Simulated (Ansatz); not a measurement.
ZnF₂:
```cif
data_F4Zn2
_chemical_formula_sum 'Zn2 F4'
_space_group_name_H-M_alt 'P42/mnm'
_space_group_IT_number 136
_space_group_name_Hall '-P 4n 2n'
_cell_length_a 4.71717
_cell_length_b 4.71717
_cell_length_c 3.12864
_cell_angle_alpha 90.000
_cell_angle_beta 90.000
_cell_angle_gamma 90.000
loop_
_atom_site_label
_atom_site_type_symbol
_atom_site_symmetry_multiplicity
_atom_site_Wyckoff_symbol
_atom_site_fract_x
_atom_site_fract_y
_atom_site_fract_z
_atom_site_occupancy
Zn1 Zn 2 a 0.00000 0.00000 0.00000 1
F1 F 4 f 0.30384 0.30384 0.00000 1
```

Relaxed with PBEsol. PBEsol (plane waves, PAW; program Ansatz) gives a gap of 3.45 eV.

Problem. What gap does HSE06 give on the same cell (Ansatz, PAW)?

Solution. 6.15 eV, 2.69 eV more. The hybrid was solved on a coarser mesh and at special points; its gap is the smallest among all of these.

| k | v1 PBEsol | c1 PBEsol | v1 HSE06 | c1 HSE06 |
|---|---|---|---|---|
| Γ | 0.00 | 3.45 | -0.04 | 6.15 |
| Z | -1.21 | 8.24 | … | … |
| M | -0.32 | 6.99 | … | … |
| A | -0.81 | 8.06 | … | … |
| R | -0.04 | 8.76 | 0.00 | 11.79 |
| X | -0.38 | 6.06 | … | … |

Problem. Top valence (v1) and lowest conduction level (c1) in eV from each method's valence maximum (which need not be a listed point): supply the withheld HSE06 values.

Solution. 
- X, v1 HSE06: -0.39
- X, c1 HSE06: 8.79
- A, v1 HSE06: -0.85
- A, c1 HSE06: 11.06
- M, v1 HSE06: -0.34
- M, c1 HSE06: 9.84
- Z, v1 HSE06: -1.25
- Z, c1 HSE06: 11.16

Cost on shared cores: the PBEsol run (SCF on a 6×6×9 mesh, then bands and DOS) about 50 core-seconds (a rough figure), the HSE06 run (SCF on 4×4×5, then a few points) about 2.6 core-minutes (a rough figure); the tasks are unlike.

Space group P4_2/mnm (rutile). The PBEsol relaxation kept the symmetry of its start.

Potentials: the later of the program's two PAW sets.
